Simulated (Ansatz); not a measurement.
A geometry of SnO₂ away from equilibrium: step 2 of the relaxation of a relaxed SnO2 cell, doubled along one cell vector, shaken by Gaussian noise of σ = 0.08 Å a coordinate. Level of theory: r2SCAN (plane waves to 500 eV, PAW, scalar-relativistic; Ansatz, an electronic-structure program). Γ-centred k-mesh 3×5×7 on the run's cell (coarser than for final values), Fermi–Dirac smearing 0.05 eV.

```xyz
12
Lattice="9.4440 0.0468 -0.0334 0.0234 4.7612 -0.0341 -0.0112 -0.0229 3.2021" Properties=species:S:1:pos:R:3 pbc="T T T"
Sn    -0.0542     0.0057     0.0074
Sn     4.7274     0.0467    -0.0392
Sn     2.3249     2.3986     1.5939
Sn     7.0822     2.4387     1.5437
O      1.4436     1.4401    -0.0654
O      6.1235     1.5155    -0.0566
O      3.7744     0.8696     1.5227
O      8.4985     0.9393     1.5617
O      0.8979     3.8587     1.5363
O      5.6683     3.8558     1.5312
O      3.3269     3.2886    -0.1155
O      8.0600     3.2956    -0.0659
```

Question: Predict the force on each atom, in eV/Å.

Answer: 
```
atom     Fx     Fy     Fz
----  -----  -----  -----
Sn1    0.85   0.19  -0.56
Sn2   -0.49  -0.53  -0.46
Sn3    0.55  -0.51  -1.51
Sn4   -0.21  -0.81  -0.09
O5    -0.21   0.18   0.62
O6     0.64   0.32  -0.03
O7    -0.44   0.61   0.49
O8    -0.52   0.34   0.08
O9     0.19  -0.30   0.33
O10   -0.04   0.37  -0.06
O11   -0.07   0.08   1.07
O12   -0.25   0.06   0.12
```

Question: What is the pressure?

Answer: +1.9 GPa, compression positive.

Question: How much energy per atom can still be gained by relaxing?

Answer: 0.02 eV/atom; the path ends in P4₂/mnm (No. 136) (rutile type).

No spin polarisation in the result.
